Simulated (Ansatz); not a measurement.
This run works on a generated trial structure, not on a known crystal.

Input and command of a plane-wave DFT calculation in Ansatz:

```yaml
crystal:
  lattice:
    - [4.424, 0.0, 0.0]
    - [-2.212, 3.83129639, 0.0]
    - [0.0, 0.0, 14.55773668]
  atoms:
    - { symbol: Bi, position: [0.66666667, 0.33333333, 0.18656746] }
    - { symbol: Bi, position: [0.0, 0.0, 0.43656746] }
    - { symbol: Bi, position: [0.33333333, 0.66666667, 0.68656746] }
    - { symbol: Bi, position: [0.0, 0.0, 0.93656746] }
    - { symbol: As, position: [0.66666667, 0.33333333, 0.0] }
    - { symbol: As, position: [0.0, 0.0, 0.25] }
    - { symbol: As, position: [0.33333333, 0.66666667, 0.5] }
    - { symbol: As, position: [0.0, 0.0, 0.75] }
basis:
  ecutwfc: 420
kpoints:
  mp_grid: { grid: [6, 6, 2] }
hamiltonian:
  xc: pbe
scf:
  occupations: { method: gaussian, width: 0.1 }
  lower_state_search: "off"
output:
  forces: true
  stress: true
  eigenvalues: true
relax:
  adjacent_minimum: "off"
  f_tol: 0.04
  max_steps: 70
  cell: { stress_tol: 0.4 }
```

```bash
ansatz run input.yaml --threads 1 --pin off --max-ram 2560MiB --backend cpu --events-out ev --progress --plain --runs-dir out
```

Processor: Intel(R) Xeon(R) Processor @ 2.50GHz (Skylake/Cascade Lake), 1 thread, on a host shared with other jobs.

Task: How long does it run, and how much memory does it take?

Result: About 8.1 min, peak memory 0.61 GiB. It solves 72 bands at 14 k points (after reduction by symmetry) with about 5483 plane waves (on the last cell), in 73 SCF iterations over 12 ionic steps.
